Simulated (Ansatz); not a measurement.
A geometry of B away from equilibrium: step 2 of the relaxation of a relaxed B cell displaced along its unstable phonon at q = (½, 0, 0) of its primitive reciprocal cell (295i cm⁻¹), largest move 0.15 Å. Level of theory: r2SCAN (plane waves to 500 eV, PAW, scalar-relativistic; Ansatz, a quantum-chemistry and plane-wave program). Γ-centred k-mesh 21×21×5 on the run's cell (coarser than for final values), Fermi–Dirac smearing 0.05 eV.

```yaml
crystal:
  lattice:
    - [3.38970, -0.00155, 0.00000]
    - [-0.84809, 1.46894, 0.00000]
    - [0.00000, 0.00000, 7.45101]
  atoms:
    - { symbol: B, position: [0.17201, 0.67201, 0.22708] }
    - { symbol: B, position: [0.67201, 0.67201, 0.27292] }
    - { symbol: B, position: [0.32799, 0.32799, 0.72708] }
    - { symbol: B, position: [0.82799, 0.32799, 0.77292] }
```

### Question
What forces act on the atoms (eV/Å)?

### Answer
```json
[
 {"atom": "B1", "Fx": "0.00", "Fy": "0.00", "Fz": "-0.58"},
 {"atom": "B2", "Fx": "0.00", "Fy": "0.00", "Fz": "0.58"},
 {"atom": "B3", "Fx": "0.00", "Fy": "0.00", "Fz": "-0.58"},
 {"atom": "B4", "Fx": "0.00", "Fy": "0.00", "Fz": "0.58"}
]
```

### Question
What is the pressure?

### Answer
-1.8 GPa, compression positive.

No spin polarisation in the result.

The run could not lose the symmetry of its start: the end is stationary, and may be a saddle point rather than a minimum.

The end of the path is a generated cell of B: the first start was made by placing the elements on the sites of a structure type, and the end was not matched to a known phase here, so it may be hypothetical.
